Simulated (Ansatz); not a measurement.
Ga3Tc:
```
Ga3Tc
1.0
   -1.89327     1.89327     4.05184
    1.89327    -1.89327     4.05184
    1.89327     1.89327    -4.05184
Ga Tc
3 1
Direct
  0.75000   0.25000   0.50000
  0.25000   0.75000   0.50000
  0.50000   0.50000   0.00000
  0.00000   0.00000   0.00000
```

Relaxed with r²SCAN. Special points in fractions of this cell's reciprocal vectors: Γ (0.000, 0.000, 0.000); X (0.000, 0.000, 0.500); P (0.250, 0.250, 0.250); N (0.000, 0.500, 0.000); M (0.500, 0.500, -0.500); S (0.305, 0.695, -0.305); S0 (-0.305, 0.305, 0.305); R (-0.109, 0.109, 0.500); G (0.500, 0.500, -0.109).

**Question.** List the band energies nearest the Fermi level at these points for the program Ansatz at the r²SCAN level (PAW).

**Answer.** In eV from the Fermi level; about four levels below and three above (degenerate sets whole), none deeper than 8.9 eV; points with the same levels are listed once.

| k | below | above |
|---|---|---|
| Γ | -3.44 -3.44 -0.89 -0.10 | 1.43 1.43 2.84 |
| X | -4.00 -3.77 -3.03 -0.25 | 0.18 1.87 2.22 |
| P | -3.48 -3.48 -2.29 -0.25 -0.22 | 1.56 2.29 2.29 |
| N | -3.32 -2.26 -1.70 -0.36 | 1.66 1.89 2.51 |
| M | -1.94 -1.28 -1.28 -0.86 | 3.05 3.53 5.47 |
| S | -2.54 -2.06 -1.62 -0.60 | 1.28 1.39 2.60 |
| R | -3.71 -3.08 -2.87 -0.41 | 0.34 1.54 3.04 |

Space group I4/mmm. The first step of the workflow began from a Materials Project structure, measured or hypothetical; the Crystallography Open Database copy checked does not list it. With Ga and Tc taken as one species the cell has the higher symmetry Fm-3m, so it may be an ordered model of a mixed-site phase. Its standing as an ambient phase is unchecked. Symmetry was held in the r²SCAN relaxation; whether a distortion lowers the energy is not shown. The run is not spin-polarised. Spin–orbit coupling is left out wherever it is not named.

Potentials: the later of the program's two PAW sets.
